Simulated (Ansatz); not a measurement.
CaMgAsO4F:
```yaml
crystal:
  lattice:
    - [3.34916, 4.47212, 0.00000]
    - [-3.34916, 4.47212, 0.00000]
    - [-2.80865, 0.00000, 6.48347]
  atoms:
    - { symbol: Ca, position: [0.66779, 0.66779, 0.25000] }
    - { symbol: Ca, position: [0.33221, 0.33221, 0.75000] }
    - { symbol: Mg, position: [0.00000, 0.00000, 0.00000] }
    - { symbol: Mg, position: [0.00000, 0.00000, 0.50000] }
    - { symbol: As, position: [0.32132, 0.32132, 0.25000] }
    - { symbol: As, position: [0.67868, 0.67868, 0.75000] }
    - { symbol: O, position: [0.25894, 0.61700, 0.07687] }
    - { symbol: O, position: [0.74106, 0.38300, 0.92313] }
    - { symbol: O, position: [0.61700, 0.25894, 0.42313] }
    - { symbol: O, position: [0.38300, 0.74106, 0.57687] }
    - { symbol: O, position: [0.67156, 0.89813, 0.87969] }
    - { symbol: O, position: [0.32844, 0.10187, 0.12031] }
    - { symbol: O, position: [0.89813, 0.67156, 0.62031] }
    - { symbol: O, position: [0.10187, 0.32844, 0.37969] }
    - { symbol: F, position: [0.91825, 0.91825, 0.25000] }
    - { symbol: F, position: [0.08175, 0.08175, 0.75000] }
```

Relaxed with r²SCAN.

Task: Map the electron localisation function on the plane through (0.668, 0.668, 0.250) spanned by u = [1, 1, 0] and v = [1, -1, 1] in lattice vectors, from DFT-r²SCAN in the program Ansatz with PAW potentials.

Result: x is the fraction of u, y of v (the angle between them is 90°; rows are the nearest grid lines); atoms in the plane: Ca at (0.00, 0.00), Ca at (0.16, 0.50), As at (0.65, 0.00), As at (0.51, 0.50), O at (0.77, 0.82), O at (0.39, 0.68), O at (0.77, 0.18), O at (0.39, 0.32), F at (0.25, 0.00), F at (0.91, 0.50).
```
|%@@@+ =@@*=*%@#-    :-=:.-..--:.   *@@@%|
|@@@@- -%@@%@@%*:    .-==:.:=+**+=. -%@@@|
|@@@#. :#%@@@%#=     .:-====*#%%%#+ .*@@@|
|=-.    .-++=:        ..:-+#%%**%@@*. .==|
|              :+**=:   .:+#@%=-#@@%-    |
|            .=*%%%#+    :+%@@##%@@#-    |
|           -#%@@@@@%-    :*%@@@@%*-     |
|          .*%@%+-*%%=.     -+*+=.       |
|           +@@@+:+%%=:.     .:.    ...  |
|:  .+%%%%=  +@@@%%%#==-:.       :+#%%#*:|
|#. *@@@@@@#. :++**+-:-=-:.     -#@@%%@@#|
|%..#@@@@@@%:  .:-=-...-=:.     =%@%**%@%|
|%..#@@@@@@%:  .:-=-...-=:.     =%@%**%@%|
|#. *@@@@@@#. :++**+-:-=-:.     -#@@%%@@#|
|:  .+%%%%=  +@@@%%%#==-:.       :+#%%#*:|
|           +@@@+:+%%=:.     .:.    ...  |
|          .*%@%+-*%%=.     -+*+=.       |
|           -#%@@@@@%-    :*%@@@@%*-     |
|            .=*%%%#+    :+%@@##%@@#-    |
|              :+**=:   .:+#@%=-#@@%-    |
|=-.    .-++=:        ..:-+#%%**%@@*. .==|
|@@@#. :#%@@@%#=     .:-====*#%%%#+ .*@@@|
|@@@@- -%@@%@@%*:    .-==:.:=+**+=. -%@@@|
|%@@@+ =@@*=*%@#-    :-=:.-..--:.   *@@@%|
```
Scale: ten equal steps from 0.011 (start of ' ') to 0.867 (end of '@'), in the order ' .:-=+*#%@'; x runs from 0.000 to 1.00, y from 0.000 (bottom) to 1.00 (top).

The density is the valence pseudo-density with augmentation charge, so density and ELF within about 1 Å of a nucleus are not all-electron values.

Space group C2/c. The first step of the workflow began from a Materials Project structure, measured or hypothetical; the Crystallography Open Database files this formula in space group No. 15, but the cells were not matched. Whether it is the stable phase at ambient conditions was not checked. The r²SCAN relaxation kept the symmetry of its start; whether a distortion lowers the energy is not shown.

Potentials: the later of the program's two PAW sets.
